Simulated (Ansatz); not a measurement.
## YSe2: reading a single point

```
Y Se
1.0
     1.75721    3.04357    0.00000
    -1.75721    3.04357    0.00000
     0.00000    0.00000   13.81452
Y Se
2 4
Direct
  0.33333 0.33333 0.25000
  0.66667 0.66667 0.75000
  0.33333 0.33333 0.62500
  0.66667 0.66667 0.12500
  0.33333 0.33333 0.87500
  0.66667 0.66667 0.37500
```

The numbers come from plane-wave PAW DFT (Ansatz): PBE, no spin polarisation, 420 eV, 11×11×3 Γ-centred k points, fermi-dirac occupations (width 0.1 eV). Nothing was relaxed.

**Contacts.** Y–Se at 2.66 Å: least valence density 0.37 e/Å³ and ELF 0.26 there. These are pseudo-fields; inside the PAW spheres they differ from the all-electron ones.
**Formation energy.** -0.76 eV an atom against the elements' usual phases (free molecules for gases, crystals otherwise, with no correction for O₂ or N₂), so it is bound against them; other compounds may still compete. Relaxing would lower it.
**Stress.** The pressure is 17.9 GPa (compression positive), so with the atoms held at these fractions the cell would first expand; the forces are large, so a full relaxation may end otherwise. The principal stresses 16.0, 18.8, 18.8 GPa differ, so its shape would change too.
**At the Fermi level.** It is a metal, with about 8 states/eV a cell as the mean within 0.25 eV of the Fermi level, mostly Se p (85 %) and Y d (12 %).
**Charges.** Bader charges in e: Y +1.59, Se -0.79. In the mean Y gives up most and Se takes most.
**Forces.** The largest is on Se5 (and as large on other atoms): 2.12 eV/Å, components (0.00, 0.00, 2.12). It makes 130° with the line to a nearest neighbour, Y2 at 2.66 Å.

Origin: a known structure type with other elements, at an estimated volume, so it need not be a known compound. Caveats: many states at the Fermi level without spin polarisation, so a magnetic state may lie lower; atoms or cell far from equilibrium.
